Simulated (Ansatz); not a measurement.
Bulk crystal (W) after relaxation:

```cif
data_structure
_symmetry_space_group_name_H-M 'Fm-3m'
_symmetry_Int_Tables_number 225
_cell_length_a 3.9980
_cell_length_b 3.9980
_cell_length_c 3.9980
_cell_angle_alpha 90.000
_cell_angle_beta 90.000
_cell_angle_gamma 90.000
_cell_volume 63.90
loop_
_atom_site_label
_atom_site_type_symbol
_atom_site_symmetry_multiplicity
_atom_site_Wyckoff_symbol
_atom_site_fract_x
_atom_site_fract_y
_atom_site_fract_z
_atom_site_occupancy
W1 W 4 a 0.00000 0.00000 0.00000 1
```

Miller indices refer to the conventional cell of Fm-3m (No. 225), a = 3.998 Å, b = 3.998 Å, c = 3.998 Å, α = 90.00°, β = 90.00°, γ = 90.00°.

Consider the (100) slab of 6 planes, 10.0 Å thick with 15 Å of vacuum as cut; outer planes W (top) and W (bottom), all atoms relaxed.

These are results of DFT PBEsol, scalar-relativistic, plane waves, PAW (Ansatz), not measurements. Cutoff 420 eV; k points 12×12×1 on the computed 6-atom cell (Γ-centred); Gaussian smearing, width 0.10 eV; no spin polarisation. The cell repeats along c with a dipole correction in the vacuum.

The work function read from the bulk's Fermi level differs by 0.40 eV, so the slab's middle doesn't match the bulk reference (too thin, or relaxed to another structure or magnetic state).

Q: Give the surface energy (mean of both faces).

A: 3.63 J/m².

Q: Give the work function.

A: 4.71 eV.

Q: The top two planes lie 1.999 Å apart in the bulk. How does relaxation change this?

A: The spacing becomes 1.986 Å (-0.7 %).

Spin-orbit coupling is left out, which matters for the bands of heavy elements.

The reference crystal is the fcc form of W, which isn't its usual structure.